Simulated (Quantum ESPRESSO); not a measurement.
Os3Hf2LiMoIn, input and log of a self-consistent run

Simulated, not a measurement. The program is pw.x of Quantum ESPRESSO 7.5 (plane-wave density functional theory). The cell is made up: eight metal atoms on a face-centred cubic lattice, with elements, volume, strain and displacements drawn at random and not relaxed, so it may be unstable or far from any real phase. PseudoDojo standard norm-conserving files set the functional (PBE unless stated); there is no spin polarisation or spin-orbit coupling, the Fermi-Dirac width of 0.25 eV means electrons at about 2900 K, and the masses in the input are unused placeholders. Heavy elements are run without spin-orbit coupling, which real alloys of them have. A spin test at this wide smearing found no moment, but such smearing suppresses magnetism that the real alloy may have.

Input:

```
&control calculation='scf', pseudo_dir='./dojo.nc.sr.pbe.v0_5.standard.upf', outdir='./o', disk_io='minimal', tprnfor=.true., tstress=.true. /
&system ibrav=0, nat=8, ntyp=5, nbnd=67, ecutwfc=84.00895049, nosym=.true., tot_charge=0,
 occupations='smearing', smearing='fd', degauss=0.0183746611
/
&electrons conv_thr=1.470e-08, electron_maxstep=70, mixing_beta=0.5 /
ATOMIC_SPECIES
Hf 1.0 Hf.upf
In 1.0 In.upf
Li 1.0 Li.upf
Mo 1.0 Mo.upf
Os 1.0 Os.upf
CELL_PARAMETERS angstrom
0.0066 -2.2102 -2.1998
-0.061 4.4452 -4.4244
8.7069 -0.0741 0.0479
ATOMIC_POSITIONS angstrom
Os 0.0797 0.1157 -0.1462
Hf 4.2921 -0.0734 0.1194
Li 0.0022 2.2583 -2.3433
Mo 4.2821 2.1822 -2.1871
Os 2.2707 -0.1006 -2.2795
Hf 6.5704 0.0247 -2.2643
Os 2.1172 2.3025 -4.4793
In 6.5057 2.262 -4.4308
K_POINTS automatic
7 4 3 1 1 1
```

The log is shortened where brackets say so; the opening notice, blank lines, dates and the lines on written files are dropped, and the path of the files is cut. It prints rydbergs, bohrs and kilobars, and counts compression as positive stress. Its total energy is the free energy E - TS of the whole cell.

```
     Program PWSCF v.7.5
     Parallel version (MPI & OpenMP), running on       4 processor cores
     Number of MPI processes:                 4
     Threads/MPI process:                     1
     [start-up lines left out]
     bravais-lattice index     =            0
     lattice parameter (alat)  =       5.8928  a.u.
     unit-cell volume          =    1149.0174 (a.u.)^3
     number of atoms/cell      =            8
     number of atomic types    =            5
     number of electrons       =       102.00
     number of Kohn-Sham states=           67
     kinetic-energy cutoff     =      84.0090  Ry
     charge density cutoff     =     336.0358  Ry
     scf convergence threshold =      1.5E-08
     mixing beta               =       0.5000
     number of iterations used =            8  plain     mixing
     Exchange-correlation= PBE
                           (   1   4   3   4   0   0   0)
     [axes and pseudopotential details left out]
   Cartesian axes
     site n.     atom                  positions (alat units)
         1        Os     tau(   1) = (   0.0255583   0.0371029  -0.0468837  )
         2        Hf     tau(   2) = (   1.3763981  -0.0235380   0.0382894  )
         3        Li     tau(   3) = (   0.0007055   0.7241956  -0.7514535  )
         4        Mo     tau(   4) = (   1.3731913   0.6997917  -0.7013630  )
         5        Os     tau(   5) = (   0.7281720  -0.0322606  -0.7309940  )
         6        Hf     tau(   6) = (   2.1070073   0.0079208  -0.7261197  )
         7        Os     tau(   7) = (   0.6789474   0.7383697  -1.4364297  )
         8        In     tau(   8) = (   2.0862592   0.7253821  -1.4208766  )
     number of k points=    42  Fermi-Dirac smearing, width (Ry)=  0.0184
                       cart. coord. in units 2pi/alat
        k(    1) = (   0.0601625  -0.0060432  -0.0950022), wk =   0.0476190
        k(    2) = (  -0.1786267  -0.0080382  -0.0937143), wk =   0.0476190
     [further k points left out]
     Dense  grid:   119503 G-vectors     FFT dimensions: (  36,  72, 100)
     Estimated max dynamical RAM per process >     391.65 MB
     Estimated total dynamical RAM >       1.44 GB
     Initial potential from superposition of free atoms
     starting charge     101.9858, renormalised to     102.0000
     Starting wfcs are   71 randomized atomic wfcs
     total cpu time spent up to now is        6.6 secs
     per-process dynamical memory:   298.9 Mb
     Self-consistent Calculation
     iteration #  1     ecut=    84.01 Ry     beta= 0.50
     Davidson diagonalization with overlap
     ethr =  1.00E-02,  avg # of iterations =  3.2
     total cpu time spent up to now is       21.0 secs
     total energy              =   -1118.90849769 Ry
     estimated scf accuracy    <       2.28881105 Ry
     iteration #  2     ecut=    84.01 Ry     beta= 0.50
     Davidson diagonalization with overlap
     ethr =  2.24E-03,  avg # of iterations =  3.1
     total cpu time spent up to now is       37.1 secs
     total energy              =   -1116.04831665 Ry
     estimated scf accuracy    <      95.16347059 Ry
     iteration #  3     ecut=    84.01 Ry     beta= 0.50
     Davidson diagonalization with overlap
     ethr =  2.24E-03,  avg # of iterations =  4.3
     total cpu time spent up to now is       52.4 secs
     total energy              =   -1119.77814192 Ry
     estimated scf accuracy    <       7.97094376 Ry
     iteration #  4     ecut=    84.01 Ry     beta= 0.50
     Davidson diagonalization with overlap
     ethr =  2.24E-03,  avg # of iterations =  2.0
     total cpu time spent up to now is       63.8 secs
     total energy              =   -1120.28815452 Ry
     estimated scf accuracy    <       0.29272889 Ry
     iteration #  5     ecut=    84.01 Ry     beta= 0.50
     Davidson diagonalization with overlap
     ethr =  2.87E-04,  avg # of iterations =  2.6
     total cpu time spent up to now is       76.5 secs
     total energy              =   -1120.28169976 Ry
     estimated scf accuracy    <       0.85273631 Ry
     [iterations 6 to 14 left out]
     iteration # 15     ecut=    84.01 Ry     beta= 0.50
     Davidson diagonalization with overlap
     ethr =  1.38E-09,  avg # of iterations =  1.0
     total cpu time spent up to now is      201.6 secs
     total energy              =   -1120.32986568 Ry
     estimated scf accuracy    <       0.00000121 Ry
     iteration # 16     ecut=    84.01 Ry     beta= 0.50
     Davidson diagonalization with overlap
     ethr =  1.19E-09,  avg # of iterations =  1.0
     total cpu time spent up to now is      212.1 secs
     total energy              =   -1120.32986576 Ry
     estimated scf accuracy    <       0.00000080 Ry
     iteration # 17     ecut=    84.01 Ry     beta= 0.50
     Davidson diagonalization with overlap
     ethr =  7.82E-10,  avg # of iterations =  1.0
     total cpu time spent up to now is      222.6 secs
     total energy              =   -1120.32986577 Ry
     estimated scf accuracy    <       0.00000041 Ry
     iteration # 18     ecut=    84.01 Ry     beta= 0.50
     Davidson diagonalization with overlap
     ethr =  4.04E-10,  avg # of iterations =  1.0
     total cpu time spent up to now is      233.0 secs
     total energy              =   -1120.32986580 Ry
     estimated scf accuracy    <       0.00000012 Ry
     iteration # 19     ecut=    84.01 Ry     beta= 0.50
     Davidson diagonalization with overlap
     ethr =  1.13E-10,  avg # of iterations =  1.0
     total cpu time spent up to now is      243.4 secs
     End of self-consistent calculation
     [lines on levels left out]
!    total energy              =   -1120.32986580 Ry
     estimated scf accuracy    <          7.1E-09 Ry
     smearing contrib. (-TS)   =      -0.14808205 Ry
     internal energy E=F+TS    =   -1120.18178375 Ry
     The total energy is F=E-TS. E is the sum of the following terms:
     one-electron contribution =    -366.40884632 Ry
     hartree contribution      =     221.04835879 Ry
     xc contribution           =    -243.56562418 Ry
     ewald contribution        =    -731.25567203 Ry
     convergence has been achieved in  19 iterations
     Forces acting on atoms (cartesian axes, Ry/au):
     atom    1 type  5   force =     0.05747296    0.01766623   -0.01387567
     atom    2 type  1   force =    -0.09827556    0.01350584   -0.01537457
     atom    3 type  3   force =     0.03391446    0.00600535   -0.00233186
     atom    4 type  4   force =    -0.05320011   -0.01169066    0.01433223
     atom    5 type  5   force =     0.00288553   -0.02310641    0.01946632
     atom    6 type  1   force =     0.00661746   -0.02754373    0.02899338
     atom    7 type  5   force =     0.02790841    0.02348656   -0.02868970
     atom    8 type  2   force =     0.02267685    0.00167683   -0.00252014
     Total force =     0.153264     Total SCF correction =     0.000374
     Computing stress (Cartesian axis) and pressure
          total   stress  (Ry/bohr**3)                   (kbar)     P=     -229.18
  -0.00175156   0.00009169  -0.00005263         -257.66       13.49       -7.74
   0.00009169  -0.00144213  -0.00000817           13.49     -212.14       -1.20
  -0.00005263  -0.00000817  -0.00148014           -7.74       -1.20     -217.74
     init_run     :      6.06s CPU      6.42s WALL (       1 calls)
     electrons    :    234.70s CPU    236.84s WALL (       1 calls)
     forces       :      2.49s CPU      2.55s WALL (       1 calls)
     stress       :      8.53s CPU      8.85s WALL (       1 calls)
     [timing details left out]
     PWSCF        :   4m12.04s CPU   4m14.97s WALL
     JOB DONE.
```

In other units: free energy -15242.864 eV for the cell, pressure -22.92 GPa, largest force component 2.527 eV/Å in size. The run took 257 s of wall time with four MPI processes on a shared machine (AMD EPYC, older, virtual cores), so the time is rough. A rerun of this cell at a higher cutoff and on a denser mesh moved values by no more than 0.006 eV in energy, 0.05 GPa in stress and 0.010 eV/Å in force, and a second program with other atomic files agreed on that cell to 2 % rms in force and 0.5 GPa in pressure.